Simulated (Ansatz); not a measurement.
Method: DFT PBE, scalar-relativistic, plane waves, PAW (Ansatz 0.2.0). Settings of the last relaxation (4-atom cell): 420 eV, 12×12×12 k points, Gaussian smearing of 0.10 eV, collinear spin.

Energies over the elements count from the elements' standard structures at the same level (F₂ as a molecule), with no fitted energy shifts.

Q: Suggest a trial structure for a cubic metal made of F and Ta, with a formation energy near −2.42 eV/atom, a density near 5.47 g/cm³ and a net moment near 0.5 μB per atom, in a cell of 4 atoms.

A: TaF3, space group Pm-3m (No. 221). Ta is surrounded by 6 F at 2.08 Å; F has 2 Ta at 2.08 Å.

```cif
data_structure
_symmetry_space_group_name_H-M 'Pm-3m'
_symmetry_Int_Tables_number 221
_cell_length_a 4.1644
_cell_length_b 4.1644
_cell_length_c 4.1644
_cell_angle_alpha 90.000
_cell_angle_beta 90.000
_cell_angle_gamma 90.000
_cell_volume 72.22
loop_
_atom_site_label
_atom_site_type_symbol
_atom_site_symmetry_multiplicity
_atom_site_Wyckoff_symbol
_atom_site_fract_x
_atom_site_fract_y
_atom_site_fract_z
_atom_site_occupancy
Ta1 Ta 1 b 0.50000 0.50000 0.50000 1
F1 F 3 c 0.00000 0.50000 0.50000 1
```

| Item | Value |
| --- | --- |
| Volume per atom | 18.05 Å³ |
| Density | 5.47 g/cm³ |
| Formation energy | −2.42 eV/atom |
| Gap on the 12×12×12 mesh of the 4-atom cell | 0 eV (a metal) |
| Net moment per atom | 0.50 μB |
| Moment by site | Ta 0.9 μB |

The cell was relaxed from a distorted copy of a database structure. Other answers may fit too; this one was computed.

Spin–orbit coupling, which can matter for Ta, is left out. Another magnetic order may lie lower. A structure relaxed within its symmetry needn't be a true minimum. Site moments count only spheres around the atoms; the net moment includes the space between them.
